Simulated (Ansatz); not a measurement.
According to DFT-PBEsol in the program Ansatz with PAW potentials, AlGaAs₂ in the tetragonal phase (P-4m2; Ga on 1a, As on 2g, Al on 1c) relaxes to a = 4.011 Å, c = 5.660 Å. Ga has 4 nearest neighbours from 2.46 Å (tetrahedral); As has 4 nearest neighbours from 2.45 Å (tetrahedral); Al has 4 nearest neighbours from 2.45 Å (tetrahedral). Its formation energy from the elements is -0.37 eV/atom, with no fitted shifts.

It is gapped at this level: 1.01 eV (direct). The valence maximum lies at Γ and the conduction minimum at Γ. Gap from PBEsol with spin–orbit coupling: 0.91 eV. The electron mass is 0.069, 0.069, 0.11 mₑ (principal values).

The bulk modulus is 70.7 GPa. The relaxed-ion elastic constants in GPa are C11 = 134, C12 = 26.9, C13 = 51.8, C33 = 108, C44 = 52.7, C66 = 28.4. The elastic constants imply a Debye temperature near 353 K. Perturbation theory gives ε∞ = 11.5 (xx = yy), 11.5 (zz). Letting the ions move raises it to ε0 = 13.5 (xx = yy), 13.5 (zz). Born charges are Ga +2.23, As -2.14, Al +2.05 e. Without the LO–TO term the highest mode at Γ lies at 367 cm^-1.

The start of the workflow was typed in or built on a structure type; neither database checked (COD, Materials Project) lists it. Its standing as an ambient phase is unchecked. Symmetry was held in the PBEsol relaxation; whether a distortion lowers the energy is not shown. The references are the lowest solids computed at this level, not always the standard phases. Spin–orbit coupling is left out wherever it is not named.

Potentials: the earlier of the program's two PAW sets. The files were generated under PBE; for other functionals the program regenerates the frozen cores, and for LDA and PBEsol the local potential too.
